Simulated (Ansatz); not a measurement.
BaMg2Pb2:
```cif
data_Ba2Mg4Pb4
_chemical_formula_sum 'Pb4 Mg4 Ba2'
_space_group_name_H-M_alt 'P4/nmm :1'
_space_group_IT_number 129
_space_group_name_Hall 'P 4ab 2ab -1ab'
_cell_length_a 4.98455
_cell_length_b 4.98455
_cell_length_c 12.30215
_cell_angle_alpha 90.000
_cell_angle_beta 90.000
_cell_angle_gamma 90.000
loop_
_space_group_symop_operation_xyz
  'x, y, z'
  '-y+1/2, x+1/2, z'
  '-x, -y, z'
  'y+1/2, -x+1/2, z'
  'x+1/2, -y+1/2, -z'
  '-y, -x, -z'
  '-x+1/2, y+1/2, -z'
  'y, x, -z'
  '-x+1/2, -y+1/2, -z'
  'y, -x, -z'
  'x+1/2, y+1/2, -z'
  '-y, x, -z'
  '-x, y, z'
  'y+1/2, x+1/2, z'
  'x, -y, z'
  '-y+1/2, -x+1/2, z'
loop_
_atom_site_label
_atom_site_type_symbol
_atom_site_symmetry_multiplicity
_atom_site_Wyckoff_symbol
_atom_site_fract_x
_atom_site_fract_y
_atom_site_fract_z
_atom_site_occupancy
Pb1 Pb 2 c 0.50000 0.00000 0.13386 1
Mg1 Mg 2 a 0.00000 0.00000 0.00000 1
Mg2 Mg 2 c 0.50000 0.00000 0.36470 1
Ba1 Ba 2 c 0.00000 0.50000 0.24998 1
Pb2 Pb 2 b 0.50000 0.50000 0.50000 1
```

Relaxed at zero pressure with plane-wave PAW r²SCAN (Ansatz code).

Problem. The volume is raised by 6 % and shape and atoms relax at that volume. What pressure results, and how do the axes share the change?

Solution. -1.9 GPa; a 2.0 %, b 2.0 %, c 1.9 %; the energy rises by 11 meV/atom.

Problem. Give the new structure.

Solution. 
Space group P4/nmm, origin choice 1 (No. 129); a = 5.083 Å, b = 5.083 Å, c = 12.538 Å, α = 90.00°, β = 90.00°, γ = 90.00°

```csv
atom,site,symmetry,x,y,z
Pb,2c,4mm,0.5000,0.0000,0.1336
Mg,2a,-4m2,0.0000,0.0000,0.0000
Mg,2c,4mm,0.5000,0.0000,0.3655
Ba,2c,4mm,0.0000,0.5000,0.2502
Pb,2b,-4m2,0.5000,0.5000,0.5000
```

The phase is kept; no other phase was compared at this pressure.

The workflow started from an entry of the Crystallography Open Database (COD). Whether it is the stable phase at ambient conditions was not checked. The cell was relaxed with r²SCAN under the symmetry of its start; its stability against distortions is not shown here. Axis ratios of metals converge slowly with the k-mesh, so a and c are less sure than the volume. Spin–orbit coupling is left out wherever it is not named.

Potentials: the later of the program's two PAW sets.
